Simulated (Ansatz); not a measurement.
Sb₂Pt in space group Pa-3 (No. 205; Pt on 4a, Sb on 8c), plane-wave PAW LDA (Ansatz code), all energies at zero smearing, with the estimated change up to a 700 eV cutoff added, with one set of potentials and settings (totals compare only within such a set). Cell of 12 atoms (4 Pt, 8 Sb): -99672.596 eV.

```csv
element,reference phase,E (eV/atom)
Pt,"Fm-3m, 1 atoms in the cell",-12244.9860
Sb,"R-3m, 2 atoms in the cell",-6335.8223
```

Formation energy per atom, worked out: (-99672.596 − 4×(-12244.9860) − 8×(-6335.8223))/12 = -0.506 eV/atom (-49 kJ per mol of atoms), at 0 K, without zero-point energy or fitted corrections.

Symmetry was held in the LDA relaxation; of distortions, only those at the zone centre were tested. No spin polarisation was allowed. The references are the lowest solids computed at this level, not always the standard phases. Spin–orbit coupling is left out wherever it is not named.

Potentials: the later of the program's two PAW sets.
